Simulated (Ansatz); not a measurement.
# Convergence test, SrMg

Method: DFT PBEsol, scalar-relativistic, plane waves, PAW in Ansatz.

```yaml
crystal:
  lattice:
    - [3.80840, -0.00095, 0.03262]
    - [-0.00095, 3.88923, 0.00868]
    - [0.03262, 0.00868, 3.88560]
  atoms:
    - { symbol: Sr, position: [0.49455, 0.53423, 0.51124] }
    - { symbol: Mg, position: [0.00701, 0.97502, 0.98086] }
```

```
plane-wave cutoff : 420 eV
occupation rule   : Gaussian smearing, 0.1 eV
spin treatment    : unpolarised
```

The atoms are held and the k-point mesh is swept. Energies are extrapolated to zero smearing and count from the reference run, 8×8×8. The cell was strained and its atoms displaced at random, so that forces don't vanish. The meshes are Γ-centred. Pressure is positive in compression.

```tsv
mesh	ΔE (meV/atom)	P (GPa)	largest change of a force component (eV/Å)	irreducible points
1×1×1	-486	-2.61	0.645	1
2×2×2	-40.7	5.66	0.317	8
4×4×4	58.5	6.65	0.053	36
6×6×6	-8.27	6.49	0.005	112
8×8×8	0.00	6.61	0.000	260
```